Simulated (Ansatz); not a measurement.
One crystal and one scan (frozen-phonon scan) at two levels, PBE (plane waves to 420 eV, PAW, scalar-relativistic; Ansatz, an electronic-structure program) and r2SCAN (plane waves to 500 eV, PAW, scalar-relativistic; Ansatz), each from its own relaxed cell and on its own mesh. The cell shown is that of PBE.

Relaxed ZnS (zinc blende):

```
ZnS
1.0
    0.00000     5.44349     5.44349
    2.72175     0.00000     2.72175
    2.72175     2.72175     0.00000
S Zn
2 2
Direct
  0.37500   0.75000   0.75000
  0.87500   0.75000   0.75000
  0.00000   0.00000   0.00000
  0.50000   0.00000   0.00000
```

A phonon eigenvector at L = (0.5, 0.0, 0.0) is frozen into this cell: atom i moves by Q times the vector below, so Q is the largest atomic displacement, in Å. The cell is held. (q is in reciprocal vectors of the primitive cell; the cell shown is doubled to hold the pattern.)

```csv
atom,x,y,z
S1,-0.138,0.138,0.138
S2,0.138,-0.138,-0.138
Zn3,-0.577,0.577,0.577
Zn4,0.577,-0.577,-0.577
```

The PAW data are Ansatz's earlier set. ZnS was relaxed with its symmetry unable to fall. Percentages come from the unrounded values. Both scans cover Q from -0.180 to 0.180 Å.

Results of PBE:

```
Quantity                                                                                                                                          Result
----------------------------------------------------------------------------------------  --------------------------------------------------------------
Lattice constant a (Å)                                                                                                                             5.443
Band gap of the relaxed cell, no spin-orbit coupling (eV)                                                                                           2.01
Energy at Q = 0.180 Å (meV/cell)                                                                                                                     286
Harmonic wavenumber from the curvature (finite differences) (cm⁻¹ (negative: imaginary))                                                             189
Space group of the distorted cell                                                                                      R3m (No. 160), lowered from F-43m
Symmetry of the curve                                                                                                      even: the same for both signs
Shape of the curve                                                                        a single well with its minimum at or next to zero displacement
```

Problem. Estimate the r2SCAN values.

Solution. 
```csv
quantity,r2SCAN,PBE − r2SCAN
Lattice constant a (Å),5.390,+0.053 (+1.0 %)
"Band gap of the relaxed cell, no spin-orbit coupling (eV)",2.70,-0.69 (-25 %)
Energy at Q = 0.180 Å (meV/cell),307,-21 (-6.9 %)
Harmonic wavenumber from the curvature (finite differences) (cm⁻¹ (negative: imaginary)),196,-7 (-3 %)
```

PBE gives the higher value for: lattice constant a. PBE gives the lower value for: band gap of the relaxed cell, no spin-orbit coupling; energy at Q = 0.180 Å; harmonic wavenumber from the curvature. Both give the same space group of the distorted cell: R3m (No. 160), lowered from F-43m.

(For displaced atoms, the force is minus the slope of the energy, and its curvature is a force constant, which sets phonon frequencies.)
